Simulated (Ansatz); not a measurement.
Below is a relaxed structure of Li6GeBr2. The cell was found from a structure generator's guess, not taken from experiment.

Theory: DFT PBE, scalar-relativistic, plane waves, PAW (Ansatz 0.2.0). Cutoff 420 eV, Γ-centred mesh, Gaussian smearing, no spin polarisation.

```xyz
9
Lattice="4.1668 0.0000 0.0000 0.0000 4.1668 0.0000 0.0000 0.0000 11.9910" Properties=species:S:1:pos:R:3 pbc="T T T"
Li    2.0834    2.0834    5.9955
Li    0.0000    2.0834    1.7245
Li    2.0834    0.0000    1.7245
Li    0.0000    2.0834   10.2665
Li    2.0834    0.0000   10.2665
Li    0.0000    0.0000    5.9955
Ge    2.0834    2.0834    0.0000
Br    0.0000    0.0000    3.2852
Br    0.0000    0.0000    8.7057
```

Energies over the elements count from the elements' standard structures at the same level, with no fitted energy shifts. The references include crystalline Br.

(1) What space group does it have?

(2) What is its formation energy per atom?

(3) Is it a metal?

## Answers

(1) P4/mmm (No. 123). Conventional cell: a = 4.167 Å, c = 11.991 Å. Li on a site of symmetry 4/mmm has 4 Li at 2.95 Å; Li on a site of symmetry 2mm is surrounded by 2 Br at 2.60 Å, 2 Ge at 2.70 Å and 4 Li at 2.95 Å; Ge is surrounded by 8 Li at 2.70 Å; around Br lie 5 Li at 2.60–2.71 Å; 1 more site not described.

(2) −0.58 eV/atom. A negative formation energy is needed for stability but isn't enough: competing phases decide.

(3) Yes, bands cross the Fermi level on the 10×10×4 mesh.

The last run used a 10×10×4 mesh (in the run's order of axes) for its 9-atom cell and Gaussian smearing of 0.10 eV. The reference form of Br is held partly by dispersion forces, which this level lacks. A structure relaxed within its symmetry needn't be a true minimum.
